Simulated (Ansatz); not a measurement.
KMgF$_{3}$:
```
KMgF3
1.0
    3.90848     0.00000     0.00000
    0.00000     3.90848     0.00000
    0.00000     0.00000     3.90848
K Mg F
1 1 3
Direct
  0.50000   0.50000   0.50000
  0.00000   0.00000   0.00000
  0.50000   0.00000   0.00000
  0.00000   0.50000   0.00000
  0.00000   0.00000   0.50000
```

x, y and z are the axes in which the lattice vectors are written.

Question: Give the high-frequency dielectric tensor and the Born effective charge tensors of the independent atoms from DFPT, plane-wave PAW LDA (Ansatz code).

Answer: 
ε∞:
```
2.16  0.00  0.00
0.00  2.16  0.00
0.00  0.00  2.16
```
Z* of atom 1 (K), rows: field, columns: displacement, in e:
```
1.19  0.00  0.00
0.00  1.19  0.00
0.00  0.00  1.19
```
Z* of atom 2 (Mg), rows: field, columns: displacement, in e:
```
1.99  0.00  0.00
0.00  1.99  0.00
0.00  0.00  1.99
```
Z* of atom 3 (F), rows: field, columns: displacement, in e:
```
-1.25   0.00   0.00
 0.00  -0.97   0.00
 0.00   0.00  -0.97
```

Space group Pm-3m (cubic perovskite). The cell was relaxed with LDA under the symmetry of its start.

Potentials: the later of the program's two PAW sets.
